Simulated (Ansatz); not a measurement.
K2NaInP2:
```yaml
crystal:
  lattice:
    - [-3.31821, 7.46301, 3.31644]
    - [3.31821, -7.46301, 3.31644]
    - [3.31821, 7.46301, -3.31644]
  atoms:
    - { symbol: K, position: [0.82353, 0.23882, 0.06235] }
    - { symbol: K, position: [0.17647, 0.76118, 0.93765] }
    - { symbol: K, position: [0.67647, 0.73882, 0.41529] }
    - { symbol: K, position: [0.32353, 0.26118, 0.58471] }
    - { symbol: Na, position: [0.25000, 0.25000, 0.00000] }
    - { symbol: Na, position: [0.75000, 0.75000, 0.00000] }
    - { symbol: In, position: [0.75000, 0.25000, 0.50000] }
    - { symbol: In, position: [0.25000, 0.75000, 0.50000] }
    - { symbol: P, position: [0.59867, 0.21563, 0.81430] }
    - { symbol: P, position: [0.40133, 0.78437, 0.18570] }
    - { symbol: P, position: [0.90133, 0.71563, 0.61697] }
    - { symbol: P, position: [0.09867, 0.28437, 0.38303] }
```

Relaxed with r²SCAN.

Q: Give the Bader charges and basin volumes of the independent atoms, r²SCAN in the plane-wave PAW code Ansatz.

A: 

```
atom  Bader charge (e)  Bader volume (Å³)
----  ----------------  -----------------
K1               +0.77               24.1
Na5              +0.80                9.8
In7              +0.76               20.8
P9               -1.55               42.7
```

Space group Ibam. The first step of the workflow began from a Materials Project structure, measured or hypothetical; the Crystallography Open Database files this formula in space group No. 72, but the cells were not matched. Whether it is the stable phase at ambient conditions was not checked. Symmetry was held in the r²SCAN relaxation; whether a distortion lowers the energy is not shown.

Potentials: the later of the program's two PAW sets.
